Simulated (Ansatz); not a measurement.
## Fe$_{2}$Pt (P-3m1) at 3 levels of theory

One geometry, relaxed with PBE; plane waves with PAW potentials in Ansatz, scalar-relativistic unless the row names spin-orbit coupling. Collinear spin, ending at 5.9 μB a primitive cell. Gaps are the least over mesh and band path; pressure is positive in compression.

Space group P-3m1 (No. 164). a = 4.185 Å, b = 4.185 Å, c = 2.648 Å, α = 90.00°, β = 90.00°, γ = 120.00°
| atom | site | symmetry | x | y | z |
| --- | --- | --- | --- | --- | --- |
| Fe | 2d | 3m. | 0.3333 | 0.6667 | 0.8857 |
| Pt | 1b | -3m. | 0.0000 | 0.0000 | 0.5000 |

| level | cutoff (eV) | k mesh | gap (eV) | pressure (GPa) | largest moment (μB) |
| --- | --- | --- | --- | --- | --- |
| PBE | 420 | 12×12×18 | 0 | 0.0 | 2.76 |

Task: What comes out on the same cell with r2SCAN, PBE with spin-orbit coupling?

Result:
```json
{"level": "r2SCAN", "cutoff (eV)": "500", "k mesh": "12×12×18", "gap (eV)": "0", "pressure (GPa)": "-1.7", "largest moment (μB)": "3.03"}
{"level": "PBE with spin-orbit coupling", "cutoff (eV)": "420", "k mesh": "12×12×18", "gap (eV)": "0", "pressure (GPa)": "-0.5", "largest moment (μB)": "2.64"}
```

The state reached may not be the lowest one. Spin-orbit coupling matters for the bands of heavy elements and enters only rows that name it.

The structure comes from a generated guess; another structure or a mixture of phases may lie lower.
